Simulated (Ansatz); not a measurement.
Relaxed candidate structures of MoP₂:

A. Cmc2₁ (No. 36), oS12; a = 3.1236 Å, b = 11.1422 Å, c = 4.9520 Å, α = 90.00°, β = 90.00°, γ = 90.00°; Mo 4a (0.000, 0.593, 0.476); P 4a (0.000, 0.070, 0.094); P 4a (0.000, 0.203, 0.776)

B. P6₂22 (No. 180), hP9; a = 5.733 Å, b = 5.733 Å, c = 7.036 Å, α = 90.00°, β = 90.00°, γ = 120.00°; Mo 3d (0.500, 0.000, 0.500); P 6i (0.111, 0.222, 0.000)

C. Cm (No. 8), mS12; a = 11.2834 Å, b = 3.1127 Å, c = 5.0650 Å, α = γ = 90.00°, β = 95.40°; Mo 2a (0.164, 0.000, 0.363); Mo 2a (0.392, 0.500, 0.129); P 2a (0.002, 0.500, 0.441); P 2a (0.484, 0.000, 0.864); P 2a (0.172, 0.500, 0.004); P 2a (0.280, 0.500, 0.655)…

Rank these by energy per atom (lowest first), as PBEsol (plane waves to 420 eV, PAW, scalar-relativistic; Ansatz, a first-principles code) gives it.

A (reference, the lowest among the structures calculated here), C (+0.33 eV/atom), B (+1.41 eV/atom)

Each run could gain symmetry but not lose that of its start, so entries can be saddle points. From databases, or of a type measured for this composition: Cmc2₁, oS12; the others are generated cells (placed on structure types, drawn at random, substituted or restacked) that were not matched to a known phase here. Energies are at zero temperature and pressure, without zero-point motion. No spin polarisation in the result. A magnetic state may lie lower.
